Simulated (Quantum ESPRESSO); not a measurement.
Si3O4FN, one run as intended and one with a planted mistake

A calculation, not a measurement. The program is pw.x of Quantum ESPRESSO 7.5 (plane-wave density functional theory). The cell is made up: 9 atoms on a quartz lattice, with randomly drawn elements, strain and displacements, not relaxed. PseudoDojo standard norm-conserving files (v0.5 for PBE, v0.4.1 for LDA and PBEsol) set the functional; there is no spin polarisation, spin-orbit coupling or dispersion term, and the masses in the input are unused placeholders.

Intended input:

```
&control calculation='scf', pseudo_dir='./dojo.nc.sr.pbe.v0_5.standard.upf', outdir='./o', disk_io='medium', tprnfor=.true., tstress=.true. /
&system ibrav=0, nat=9, ntyp=4, nbnd=30, ecutwfc=84.00895049, nosym=.true., tot_charge=0,
 occupations='smearing', smearing='fd', degauss=0.0018374661
/
&electrons conv_thr=7.350e-09, electron_maxstep=60, /
ATOMIC_SPECIES
F 1.0 F.upf
N 1.0 N.upf
O 1.0 O.upf
Si 1.0 Si.upf
CELL_PARAMETERS angstrom
5.2181 -0.0108 -0.0383
-2.6184 4.4723 0.0279
-0.042 0.0111 5.6582
ATOMIC_POSITIONS angstrom
Si 2.4038 0.0141 3.7808
Si -1.2301 2.0799 1.933
Si 1.3676 2.3653 -0.0007
O 1.452 1.1825 4.4202
O 3.4369 0.65 2.5307
O 2.9151 2.6129 0.6483
F 0.2981 1.8695 1.2035
N -1.1758 3.3641 3.0833
O 0.818 3.8003 4.9855
K_POINTS automatic
5 5 4 1 1 1
```

The log is shortened where brackets say so; the opening notice, blank lines, dates and the lines on written files are dropped, and the path of the files is cut. It prints rydbergs, bohrs and kilobars, and counts compression as positive stress. Where no state is partly filled, the Fermi energy that it prints is only some level between the filled and the empty states on the mesh, and need not lie in the true gap.

Log of the intended run:

```
     Program PWSCF v.7.5
     Parallel version (MPI & OpenMP), running on       1 processor cores
     Number of MPI processes:                 1
     Threads/MPI process:                     1
     [start-up lines left out]
     bravais-lattice index     =            0
     lattice parameter (alat)  =       9.8611  a.u.
     unit-cell volume          =     889.9515 (a.u.)^3
     number of atoms/cell      =            9
     number of atomic types    =            4
     number of electrons       =        48.00
     number of Kohn-Sham states=           30
     kinetic-energy cutoff     =      84.0090  Ry
     charge density cutoff     =     336.0358  Ry
     scf convergence threshold =      7.3E-09
     mixing beta               =       0.7000
     number of iterations used =            8  plain     mixing
     Exchange-correlation= PBE
                           (   1   4   3   4   0   0   0)
     [axes and pseudopotential details left out]
   Cartesian axes
     site n.     atom                  positions (alat units)
         1        Si     tau(   1) = (   0.4606524   0.0027021   0.7245338  )
         2        Si     tau(   2) = (  -0.2357303   0.3985818   0.3704306  )
         3        Si     tau(   3) = (   0.2620801   0.4532744  -0.0001341  )
         4        O      tau(   4) = (   0.2782541   0.2266085   0.8470653  )
         5        O      tau(   5) = (   0.6586305   0.1245628   0.4849709  )
         6        O      tau(   6) = (   0.5586354   0.5007233   0.1242370  )
         7        F      tau(   7) = (   0.0571264   0.3582618   0.2306328  )
         8        N      tau(   8) = (  -0.2253245   0.6446795   0.5908684  )
         9        O      tau(   9) = (   0.1567575   0.7282707   0.9553966  )
     number of k points=    50  Fermi-Dirac smearing, width (Ry)=  0.0018
                       cart. coord. in units 2pi/alat
        k(    1) = (   0.1012147   0.1752159   0.1156883), wk =   0.0400000
        k(    2) = (   0.1029061   0.1747678   0.3462632), wk =   0.0400000
     [further k points left out]
     Dense  grid:    92625 G-vectors     FFT dimensions: (  60,  60,  64)
     Estimated max dynamical RAM per process >     117.83 MB
     Initial potential from superposition of free atoms
     starting charge      47.9981, renormalised to      48.0000
     Starting wfcs are   36 randomized atomic wfcs
     total cpu time spent up to now is       16.7 secs
     per-process dynamical memory:    90.3 Mb
     Self-consistent Calculation
     iteration #  1     ecut=    84.01 Ry     beta= 0.70
     Davidson diagonalization with overlap
     ethr =  1.00E-02,  avg # of iterations =  3.0
     total cpu time spent up to now is       58.5 secs
     total energy              =    -227.12659922 Ry
     estimated scf accuracy    <       2.66937372 Ry
     iteration #  2     ecut=    84.01 Ry     beta= 0.70
     Davidson diagonalization with overlap
     ethr =  5.56E-03,  avg # of iterations =  3.0
     total cpu time spent up to now is      102.2 secs
     total energy              =    -227.45781580 Ry
     estimated scf accuracy    <       3.64883200 Ry
     [iterations 3 to 10 left out]
     iteration # 11     ecut=    84.01 Ry     beta= 0.70
     Davidson diagonalization with overlap
     ethr =  9.41E-10,  avg # of iterations =  2.0
     total cpu time spent up to now is      361.7 secs
     total energy              =    -228.29810687 Ry
     estimated scf accuracy    <       0.00000004 Ry
     iteration # 12     ecut=    84.01 Ry     beta= 0.70
     Davidson diagonalization with overlap
     ethr =  8.62E-11,  avg # of iterations =  2.2
     total cpu time spent up to now is      383.4 secs
     End of self-consistent calculation
     [lines on levels left out]
     the Fermi energy is     4.8168 ev
!    total energy              =    -228.29810688 Ry
     estimated scf accuracy    <          3.6E-09 Ry
     smearing contrib. (-TS)   =      -0.00000000 Ry
     internal energy E=F+TS    =    -228.29810688 Ry
     The total energy is F=E-TS. E is the sum of the following terms:
     one-electron contribution =    -118.53974860 Ry
     hartree contribution      =      82.84086986 Ry
     xc contribution           =     -60.31613310 Ry
     ewald contribution        =    -132.28309503 Ry
     convergence has been achieved in  12 iterations
     Forces acting on atoms (cartesian axes, Ry/au):
     atom    1 type  4   force =     0.02881237   -0.05193707   -0.06788106
     atom    2 type  4   force =    -0.17385519    0.12914511    0.16667406
     atom    3 type  4   force =     0.15241733    0.03553662   -0.16133084
     atom    4 type  3   force =    -0.01729747    0.07926757    0.10586437
     atom    5 type  3   force =     0.01261577    0.02259212    0.00397523
     atom    6 type  3   force =    -0.04065563   -0.05531962    0.00985092
     atom    7 type  1   force =     0.02899128   -0.03380857   -0.02515902
     atom    8 type  2   force =     0.01200636   -0.08887707   -0.07453083
     atom    9 type  3   force =    -0.00303481   -0.03659910    0.04253717
     Total force =     0.419523     Total SCF correction =     0.000076
     Computing stress (Cartesian axis) and pressure
          total   stress  (Ry/bohr**3)                   (kbar)     P=     -104.95
  -0.00047378   0.00011534  -0.00020627          -69.70       16.97      -30.34
   0.00011534  -0.00084767  -0.00001197           16.97     -124.70       -1.76
  -0.00020627  -0.00001197  -0.00081888          -30.34       -1.76     -120.46
     init_run     :     15.15s CPU     16.60s WALL (       1 calls)
     electrons    :    342.35s CPU    366.73s WALL (       1 calls)
     forces       :      5.33s CPU      5.41s WALL (       1 calls)
     stress       :     15.87s CPU     15.93s WALL (       1 calls)
     [timing details left out]
     PWSCF        :   6m18.87s CPU   6m45.00s WALL
     JOB DONE.
```

A second run has one planted mistake: the cell and the positions are scaled by a wrong factor. The input lines that differ, file-writing options aside:

```
- 5.2181 -0.0108 -0.0383
+ 5.2901 -0.0109 -0.0388
- -2.6184 4.4723 0.0279
+ -2.6545 4.534 0.0283
- -0.042 0.0111 5.6582
+ -0.0426 0.0113 5.7363
- Si 2.4038 0.0141 3.7808
+ Si 2.437 0.0143 3.833
- Si -1.2301 2.0799 1.933
+ Si -1.2471 2.1086 1.9597
- Si 1.3676 2.3653 -0.0007
+ Si 1.3865 2.3979 -0.0007
- O 1.452 1.1825 4.4202
+ O 1.472 1.1988 4.4812
- O 3.4369 0.65 2.5307
+ O 3.4843 0.659 2.5656
- O 2.9151 2.6129 0.6483
+ O 2.9553 2.649 0.6572
- F 0.2981 1.8695 1.2035
+ F 0.3022 1.8953 1.2201
- N -1.1758 3.3641 3.0833
+ N -1.192 3.4105 3.1258
- O 0.818 3.8003 4.9855
+ O 0.8293 3.8527 5.0543
```

Its log:

```
     Program PWSCF v.7.5
     Parallel version (MPI & OpenMP), running on       1 processor cores
     Number of MPI processes:                 1
     Threads/MPI process:                     1
     [start-up lines left out]
     bravais-lattice index     =            0
     lattice parameter (alat)  =       9.9971  a.u.
     unit-cell volume          =     927.3087 (a.u.)^3
     number of atoms/cell      =            9
     number of atomic types    =            4
     number of electrons       =        48.00
     number of Kohn-Sham states=           30
     kinetic-energy cutoff     =      84.0090  Ry
     charge density cutoff     =     336.0358  Ry
     scf convergence threshold =      7.3E-09
     mixing beta               =       0.7000
     number of iterations used =            8  plain     mixing
     Exchange-correlation= PBE
                           (   1   4   3   4   0   0   0)
     [axes and pseudopotential details left out]
   Cartesian axes
     site n.     atom                  positions (alat units)
         1        Si     tau(   1) = (   0.4606585   0.0027031   0.7245399  )
         2        Si     tau(   2) = (  -0.2357354   0.3985820   0.3704359  )
         3        Si     tau(   3) = (   0.2620857   0.4532675  -0.0001323  )
         4        O      tau(   4) = (   0.2782475   0.2266054   0.8470672  )
         5        O      tau(   5) = (   0.6586263   0.1245687   0.4849673  )
         6        O      tau(   6) = (   0.5586311   0.5007321   0.1242285  )
         7        F      tau(   7) = (   0.0571239   0.3582626   0.2306317  )
         8        N      tau(   8) = (  -0.2253200   0.6446761   0.5908602  )
         9        O      tau(   9) = (   0.1567600   0.7282638   0.9553984  )
     number of k points=    50  Fermi-Dirac smearing, width (Ry)=  0.0018
                       cart. coord. in units 2pi/alat
        k(    1) = (   0.1012124   0.1752139   0.1156867), wk =   0.0400000
        k(    2) = (   0.1029026   0.1747643   0.3462605), wk =   0.0400000
     [further k points left out]
     Dense  grid:    96447 G-vectors     FFT dimensions: (  60,  60,  64)
     Estimated max dynamical RAM per process >     121.83 MB
     Initial potential from superposition of free atoms
     starting charge      47.9981, renormalised to      48.0000
     Starting wfcs are   36 randomized atomic wfcs
     total cpu time spent up to now is       10.9 secs
     per-process dynamical memory:    92.7 Mb
     Self-consistent Calculation
     iteration #  1     ecut=    84.01 Ry     beta= 0.70
     Davidson diagonalization with overlap
     ethr =  1.00E-02,  avg # of iterations =  3.0
     total cpu time spent up to now is       47.3 secs
     total energy              =    -227.08261689 Ry
     estimated scf accuracy    <       2.65775488 Ry
     iteration #  2     ecut=    84.01 Ry     beta= 0.70
     Davidson diagonalization with overlap
     ethr =  5.54E-03,  avg # of iterations =  3.0
     total cpu time spent up to now is       80.2 secs
     total energy              =    -227.28480383 Ry
     estimated scf accuracy    <       4.24203555 Ry
     [iterations 3 to 10 left out]
     iteration # 11     ecut=    84.01 Ry     beta= 0.70
     Davidson diagonalization with overlap
     ethr =  7.71E-10,  avg # of iterations =  2.0
     total cpu time spent up to now is      342.6 secs
     total energy              =    -228.26611889 Ry
     estimated scf accuracy    <       0.00000003 Ry
     iteration # 12     ecut=    84.01 Ry     beta= 0.70
     Davidson diagonalization with overlap
     ethr =  7.16E-11,  avg # of iterations =  2.4
     total cpu time spent up to now is      371.6 secs
     End of self-consistent calculation
     [lines on levels left out]
     the Fermi energy is     4.3311 ev
!    total energy              =    -228.26611890 Ry
     estimated scf accuracy    <          3.4E-09 Ry
     smearing contrib. (-TS)   =      -0.00000000 Ry
     internal energy E=F+TS    =    -228.26611890 Ry
     The total energy is F=E-TS. E is the sum of the following terms:
     one-electron contribution =    -121.43871965 Ry
     hartree contribution      =      83.75061553 Ry
     xc contribution           =     -60.09598237 Ry
     ewald contribution        =    -130.48203242 Ry
     convergence has been achieved in  12 iterations
     Forces acting on atoms (cartesian axes, Ry/au):
     atom    1 type  4   force =     0.02023454   -0.05244934   -0.06683783
     atom    2 type  4   force =    -0.17245756    0.12318743    0.16645935
     atom    3 type  4   force =     0.14849341    0.03830344   -0.15769529
     atom    4 type  3   force =    -0.00453966    0.06957092    0.10217578
     atom    5 type  3   force =     0.00945310    0.03516402    0.00601744
     atom    6 type  3   force =    -0.04632825   -0.05879514    0.01369688
     atom    7 type  1   force =     0.02627074   -0.02605085   -0.02976616
     atom    8 type  2   force =     0.02406913   -0.08057888   -0.07229026
     atom    9 type  3   force =    -0.00519545   -0.04835160    0.03824011
     Total force =     0.411670     Total SCF correction =     0.000064
     Computing stress (Cartesian axis) and pressure
          total   stress  (Ry/bohr**3)                   (kbar)     P=     -145.96
  -0.00074040   0.00010542  -0.00021806         -108.92       15.51      -32.08
   0.00010542  -0.00116099  -0.00003038           15.51     -170.79       -4.47
  -0.00021806  -0.00003038  -0.00107524          -32.08       -4.47     -158.17
     init_run     :     10.50s CPU     10.77s WALL (       1 calls)
     electrons    :    338.63s CPU    360.73s WALL (       1 calls)
     forces       :      6.44s CPU      6.55s WALL (       1 calls)
     stress       :     24.64s CPU     24.78s WALL (       1 calls)
     [timing details left out]
     PWSCF        :   6m20.57s CPU   6m44.54s WALL
     JOB DONE.
```

|  | intended run | run with the mistake |
| --- | --- | --- |
| free energy (eV) | -3106.154 | -3105.719 |
| smearing term -TS (eV) | 0.0000 | 0.0000 |
| pressure (GPa) | -10.50 | -14.60 |
| largest force component (eV/Å) | 4.470 | 4.434 |
| largest change of a force component (eV/Å) |  | 0.328 |
| iterations | 12 | 12 |

For scale, a rerun of the intended cell at a cutoff of 1437 eV and k mesh 7 x 7 x 6 moved values by no more than 0.002 eV in energy, 0.02 GPa in stress and 0.002 eV/Å in force.